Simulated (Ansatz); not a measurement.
Nb (bcc, W type)

```xyz
1
Lattice="-1.6548 1.6548 1.6548 1.6548 -1.6548 1.6548 1.6548 1.6548 -1.6548" Properties=species:S:1:pos:R:3 pbc="T T T"
Nb     0.0000     0.0000     0.0000
```

Grid over V/V₀ and (c/a)/(c/a)₀, subscript 0 meaning the relaxed cell; the conventional c axis lies along z; no internal relaxation.

Computed with PBE (plane waves to 420 eV, PAW, scalar-relativistic; Ansatz, a first-principles code). k mesh 20×20×20 (Γ-centred), Fermi-Dirac smearing 0.05 eV. Energies are smeared free energies. With partly filled bands, the response to shear is sensitive to the k mesh, so small differences along c/a are uncertain. Nb is run without spin polarisation. Nb was relaxed with its symmetry unable to fall. The PAW data are Ansatz's earlier set. ΔE is measured from the relaxed starting cell.

Predict the ΔE (eV/atom) at all points of the grid V/V₀ = 0.920, 0.960, 1.000, 1.040, 1.080 by (c/a)/(c/a)₀ = 0.960, 0.980, 1.000, 1.020, 1.040.

ΔE (eV/atom), with V/V₀ across and (c/a)/(c/a)₀ down:

```tsv
(c/a)/(c/a)₀ \ V/V₀	0.920	0.960	1.000	1.040	1.080
0.960	0.078	0.024	0.007	0.021	0.060
0.980	0.072	0.018	0.002	0.016	0.056
1.000	0.070	0.016	0.000	0.014	0.054
1.020	0.072	0.018	0.002	0.016	0.056
1.040	0.078	0.024	0.007	0.021	0.060
```

(Under strain, the slope of the energy per volume gives the stress and its curvature an elastic modulus.)
